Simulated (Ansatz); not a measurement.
Given:

CsI (CsCl type), conventional cell a = 4.667 Å, b = 4.667 Å, c = 4.667 Å, α = 90.00°, β = 90.00°, γ = 90.00°. The calculation uses the primitive cell of 2 atoms, to which meshes and values per cell refer.

Equation-of-state scan: isotropic scaling of the cell above, V₀ being its volume. Symmetry pins the atoms to their sites.

Computed with PBE (plane waves to 420 eV, PAW, scalar-relativistic; Ansatz, a quantum-chemistry and plane-wave program). k mesh 7×7×7 (Γ-centred), Fermi-Dirac smearing 0.05 eV. E stands for the smeared free energy. Compression counts positive. CsI was relaxed with its symmetry unable to fall. Spin-orbit coupling is left out, though I is heavy. ΔE is measured from the relaxed starting cell.

The scan covers V/V₀ from 0.900 to 1.100 in 9 points.

### Question
What is ΔE at V/V₀ = 0.900?

### Answer
19.2 meV/atom.

### Question
What pressure does the cell carry at V/V₀ = 0.900?

### Answer
1.35 GPa.

### Question
What is ΔE at V/V₀ = 1.100?

### Answer
13.0 meV/atom.

(Under strain, the slope of the energy per volume gives the stress and its curvature an elastic modulus.)
